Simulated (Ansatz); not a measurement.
Ge in the diamond structure, relaxed with r2SCAN in Ansatz. The symmetry is Fd-3m (No. 227, cubic); a = 5.674 Å in the conventional setting, 22.83 Å³ an atom. Around Ge lie 4 Ge at 2.46 Å.

The axes x, y and z are those of this cell:
```
CELL_PARAMETERS angstrom
0.00000 2.83687 2.83687
2.83687 0.00000 2.83687
2.83687 2.83687 0.00000
ATOMIC_POSITIONS crystal
Ge 0.00000 0.00000 0.00000
Ge 0.25000 0.25000 0.25000
```

Unstrained: The r2SCAN gap is direct at Γ: 0.362 eV. The HSE06 gap is indirect, 0.776 eV (Γ to L), below the direct gap of 0.779 eV at Γ. Least and direct gap differ so little that the kind isn't settled. A second conduction valley, at Γ, lies only 3 meV higher, so their order isn't settled. Meshes: r2SCAN 8×8×8, HSE06 6×6×6. Strains are changes of length per length. After each strain the atoms were relaxed again with r2SCAN within the symmetry that the strain leaves, so tilts or polar shifts that break it weren't tested; points keep the names that they have in the unstrained zone. (Simulation; spin polarisation is off.)

(1) Estimate what uniaxial +2.0 % along z, other directions held does to the gap.

(2) Apply uniaxial +3.0 % along z, other directions held. How far does the gap move, against the unstrained cell?

(3) Estimate what uniaxial -1.0 % along z, other directions held does to the gap.

(4) Estimate what uniaxial -2.0 % along z, other directions held does to the gap.

(5) Apply uniaxial -4.0 % along z, other directions held. How far does the gap move, against the unstrained cell?

(6) Estimate what uniaxial +1.0 % along z, other directions held does to the gap.

(7) Estimate what uniaxial -3.0 % along z, other directions held does to the gap.

(8) Estimate what uniaxial +4.0 % along z, other directions held does to the gap.

(9) Order the strained cells by their HSE06 gap, smallest first.
A. uniaxial -4.0 % along z, other directions held
B. uniaxial +2.0 % along z, other directions held
C. uniaxial +4.0 % along z, other directions held
D. uniaxial -1.0 % along z, other directions held
E. uniaxial +3.0 % along z, other directions held
F. uniaxial -3.0 % along z, other directions held
G. uniaxial +1.0 % along z, other directions held
H. uniaxial -2.0 % along z, other directions held

## Answers

(1) r2SCAN: the gap goes from 0.362 to 0.112 eV (-0.250 eV); so small a gap is at the limit of these settings; with r2SCAN the top three valence levels at Γ, degenerate before, become 2+1 from the top over 163 meV. HSE06: the gap goes from 0.776 to 0.515 eV (-0.261 eV); the edges move from Γ → L to Γ; least and direct gap lie within 0.04 eV, so its kind isn't settled. The r2SCAN energy rises by 3.6 meV an atom.

(2) r2SCAN: gap 0.36 before, 0 after (eV); it has closed. HSE06: the gap goes from 0.776 to 0.382 eV (-0.394 eV); the edges move from Γ → L to Γ; least and direct gap lie within 0.04 eV, so its kind isn't settled. The r2SCAN energy rises by 7.9 meV an atom.

(3) r2SCAN: the gap goes from 0.362 to 0.404 eV (+0.042 eV); with r2SCAN the top three valence levels at Γ, degenerate before, become 1+2 from the top over 82 meV. HSE06: the gap goes from 0.776 to 0.756 eV (-0.020 eV). The r2SCAN energy rises by 0.9 meV an atom.

(4) r2SCAN: the gap goes from 0.362 to 0.388 eV (+0.026 eV); it turns from direct (Γ) to indirect (Γ → L [(1/2, 1/2, 1/2)]); with r2SCAN the top three valence levels at Γ, degenerate before, become 1+2 from the top over 163 meV. HSE06: the gap goes from 0.776 to 0.732 eV (-0.044 eV). The r2SCAN energy rises by 3.7 meV an atom.

(5) r2SCAN: the gap goes from 0.362 to 0.253 eV (-0.109 eV); it turns from direct (Γ) to indirect (Γ → Γ–X (0.75)); with r2SCAN the top three valence levels at Γ, degenerate before, become 1+2 from the top over 327 meV. HSE06: the gap goes from 0.776 to 0.629 eV (-0.147 eV); the edges go from Γ → L to Γ → Γ–X (0.67). The r2SCAN energy rises by 15.0 meV an atom.

(6) r2SCAN: the gap goes from 0.362 to 0.237 eV (-0.125 eV); with r2SCAN the top three valence levels at Γ, degenerate before, become 2+1 from the top over 82 meV. HSE06: the gap goes from 0.776 to 0.647 eV (-0.129 eV); the edges move from Γ → L to Γ; least and direct gap lie within 0.04 eV, so its kind isn't settled. The r2SCAN energy rises by 0.9 meV an atom.

(7) r2SCAN: the gap goes from 0.362 to 0.357 eV (-0.005 eV); it turns from direct (Γ) to indirect (Γ → L [(1/2, 1/2, 1/2)]); with r2SCAN the top three valence levels at Γ, degenerate before, become 1+2 from the top over 245 meV. HSE06: the gap goes from 0.776 to 0.704 eV (-0.072 eV). The r2SCAN energy rises by 8.3 meV an atom.

(8) r2SCAN: gap 0.36 before, 0 after (eV); it has closed. HSE06: the gap goes from 0.776 to 0.248 eV (-0.528 eV); the edges move from Γ → L to Γ; least and direct gap lie within 0.04 eV, so its kind isn't settled. The r2SCAN energy rises by 13.7 meV an atom.

(9) C (0.25 eV), E (0.38 eV), B (0.52 eV), A (0.63 eV), G (0.65 eV), F (0.70 eV), H (0.73 eV), D (0.76 eV).

Spin-orbit coupling is left out.

The meshes of the hybrids are coarse, so their gaps aren't converged to the digits shown.

The splittings at Γ are without spin-orbit coupling, which regroups them where it is of like size or larger.
